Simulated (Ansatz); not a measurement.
The cell comes from COD entry 9013008, which wasn't checked; take it as a given geometry.

An input for Sb and the output that it gave: DFT, PBEsol, all-electron LAPW, scalar-relativistic (Ansatz 0.2.0).

Command: `ansatz run input.yaml --threads 1 --pin off --max-ram 3072MiB --backend cpu --events-out ev --progress --plain --runs-dir out` The run took 4.8 s on 1 thread of Intel(R) Xeon(R) 6975P-C (Granite Rapids), on a shared host, peak memory 0.29 GiB.

```yaml
crystal:
  lattice:
    - [3.16, 0.0, 0.0]
    - [0.0, 3.16, 0.0]
    - [0.0, 0.0, 3.16]
  atoms:
    - { symbol: Sb, position: [0.0, 0.0, 0.0] }
kpoints:
  mp_grid: { grid: [12, 12, 12] }
  band_path:
    path:
      - [0.0, 0.0, 0.0]
      - [0.0, 0.5, 0.0]
      - [0.5, 0.5, 0.0]
      - [0.0, 0.0, 0.0]
      - [0.5, 0.5, 0.5]
      - [0.0, 0.5, 0.0]
      - [0.5, 0.5, 0.5]
      - [0.5, 0.5, 0.0]
    npoints: 14
scf:
  occupations: { method: fermi_dirac, width: 0.08 }
hamiltonian:
  xc: pbesol
  pseudopotentials: { kind: all_electron, lapw: { basis_error: 0.001 } }
output:
  forces: true
  stress: true
  eigenvalues: true
  populations: true
  dos: { projected: true, de: 0.2, e_range: [-14, 8] }
```

The log:

```
Sb: projections on atomic orbitals take those of the free atom 1s2 2s2 2p6 3s2 3p6 3d10 4s2 4p6 4d10 5s2 5p3, of charge +0.00 (hamiltonian.pseudopotentials.projection_atoms)
LAPW: plane waves up to 6.955 Å⁻¹, error target 1.0e-3 eV per atom; small_component_spin mean_spin; Sb in spheres of 1.580 Å, 23 of its electrons in bands, Dirac shells []
Engine: ansatz 0.2.0
Pseudopotentials: kind: all_electron
Pseudopotential: Sb, LAPW, valence charge 23, Koelling and Harmon's equation, gaussian nucleus
Functional definition: PBEsol
  exchange = pbesol_x
  correlation = pbesol_c
Crystal: 1 atoms, lattice volume = 31.554 Å³
Basis set: ecut = 184.2907372124886 eV, 179 PW (Γ), exchange–correlation at level 2
Bands: 16, of which v1, the nominal top of the filled ones, is band 12 counted from 1 (11 counted from 0)
Symmetry: 48 space group operations
Space group: Pm-3m (ITA 221), of the structure as read, at distance tolerance 3.2e-5 Å
k-points: 84 of 1728
Non-local potential: Sb, projectors of the file, none
Initial density: superposition of atomic densities (chi_scale 0.1, normalization cell)
Initial wavefunctions: plane waves of lowest kinetic energy (no species holds an atomic orbital)
Functional: x = pbesol(κ = 0.804, μ = 0.12345679012345678), c = pbesol(β = 0.046)
iter 1 solved again at ethr=5.81e-5 eV; its pass at ethr=1.00e-1 eV (dr2=1.34e-2 eV) is discarded
SCF iter   1: F=—  HF=-176291.737528 eV  |F-HF|=—  |Δ(HF+E_count)|=         —  Δρ=8.05e-3  dr2=1.34e-2  ethr=5.81e-5  ⟨swp⟩=3.3  Hψ=9467  notcnv=0
preconditioner: auto → LDOS  [metal: Δε(μ)=0.054 eV  Ē_g=11.829 eV  σ=0.080 eV  W_gap=0.17  n_scr=6 (ndim 8)  ℏωp=14.8 eV  f_vac=0.024  D(μ)=0.78/eV (n_scr^D=6)  β→1.0]
iter 2 solved again at ethr=1.85e-6 eV; its pass at ethr=5.81e-5 eV (dr2=4.25e-4 eV) is discarded
SCF iter   2: F=—  HF=-176291.735816 eV  |F-HF|=—  |Δ(HF+E_count)|=   1.71e-3  Δρ=1.81e-3  dr2=4.26e-4  ethr=1.85e-6  ⟨swp⟩=2.0  Hψ=6426  notcnv=0
SCF iter   3: F=—  HF=-176291.734826 eV  |F-HF|=—  |Δ(HF+E_count)|=   9.90e-4  Δρ=4.63e-4  dr2=3.27e-5  ethr=1.85e-6  ⟨swp⟩=2.6  Hψ=3819  notcnv=0
SCF iter   4: F=—  HF=-176291.733938 eV  |F-HF|=—  |Δ(HF+E_count)|=   8.88e-4  Δρ=1.20e-4  dr2=2.91e-6  ethr=1.42e-7  ⟨swp⟩=2.0  Hψ=3759  notcnv=0
SCF iter   5: F=—  HF=-176291.733777 eV  |F-HF|=—  |Δ(HF+E_count)|=   1.61e-4  Δρ=2.82e-5  dr2=1.77e-7  ethr=1.27e-8  ⟨swp⟩=2.9  Hψ=3930  notcnv=0
SCF iter   6: F=—  HF=-176291.733768 eV  |F-HF|=—  |Δ(HF+E_count)|=   8.68e-6  Δρ=3.58e-6  dr2=3.68e-9  ethr=7.71e-10  ⟨swp⟩=2.9  Hψ=3928  notcnv=0
SCF iter   7: F=-176291.733768 eV  HF=-176291.733768 eV  |F-HF|=4.95e-10  |Δ(HF+E_count)|=   1.03e-7  Δρ=4.42e-7  dr2=7.83e-11  ethr=1.60e-11  ⟨swp⟩=3.0  Hψ=3939  notcnv=0
SCF 1 converged in 7 iterations: F = -176291.733768 eV  dr2 = 7.83e-11
NSCF: frozen V_eff on 99 k-points
SCF converged after 7 iterations
Free energy (F): -176291.733768 eV
Harris-Foulkes:  -176291.733768 eV  (|F-HF|=4.95e-10)
Internal energy: -176291.717994 eV  (E = F + TS)
E sigma→0 (E₀):  -176291.725881 eV
Entropy (-TS):   -0.015774 eV (-15.774 meV/atom)
Fermi energy:    11.568753 eV
--- Per-component energies (eV) ---
  E_band       = -919.944632
  E_kinetic    = 185773.474803
  E_xc         = -4565.580972
  E_electrostatic = -357499.611825  (all electrons and nuclei)
  E_smearing   = -0.015774  (= −TS)
  E_closure    = 0.000000  (closes the sum)
  E_atoms      = -176287.264445  (free atoms, spherical and without spin; not in F)
  Σ components = -176291.733768   (vs F -176291.733768, Δ=0.00e0)
  Basis errors (estimates in eV, not in F): energy 3.3e-4 per atom: plane waves 3.2e-4 (1.7e-4 summed), levels above the bands 3.4e-40, relativity 8.4e-9, radial functions 7.4e-6, core shells 2.2e-10; eigenvalues (radial functions only) 4.9e-6; not estimated: angular momenta, meshes, grids; target (lapw.basis_error) 1.0e-3; muffin-tin radii Sb 1.580 Å
--- Forces (eV/Å), atoms counted from 1 ---
  atom   1  Sb     0.00000000     0.00000000     0.00000000
  max |Σ_I F_I| component: 1.13e-32 eV/Å
--- Stress (GPa, compression-positive) ---
       -4.612087      -0.000000       0.000000
       -0.000000      -4.612087       0.000000
        0.000000       0.000000      -4.612087
  P = ⅓ Tr σ = -4.6121 GPa (-46.121 kbar)
--- Band table (eV; the first three rows and the last of 84) ---
  k-point 0: bands = ["-132.5052", "-85.5275", "-85.5275", "-85.5275", "-17.5295", "-17.5295", "-17.3836", "-17.3836", "-17.3836", "-0.4775", "14.6210", "14.6210", "14.6210", "18.5722", "18.5722", "19.3034"]
  k-point 1: bands = ["-132.5052", "-85.5277", "-85.5275", "-85.5275", "-17.5292", "-17.5208", "-17.3861", "-17.3861", "-17.3834", "-0.3827", "13.4897", "14.7129", "14.7129", "18.6546", "19.0591", "20.2062"]
  k-point 2: bands = ["-132.5051", "-85.5281", "-85.5275", "-85.5275", "-17.5282", "-17.4968", "-17.3929", "-17.3929", "-17.3829", "-0.1025", "11.5536", "14.9785", "14.9785", "18.9007", "19.3814", "22.5771"]
  k-point 83: bands = ["-132.5049", "-85.5294", "-85.5294", "-85.5294", "-17.4605", "-17.4605", "-17.4605", "-17.3212", "-17.3212", "6.6251", "10.0081", "10.0081", "10.0081", "16.4479", "16.4479", "16.4479"]
--- Löwdin populations: 1 site ---
  site symbol       q [e]
     0     Sb     50.9683
  spilling = 0.000622 (of n_electrons = 51.000000)
```
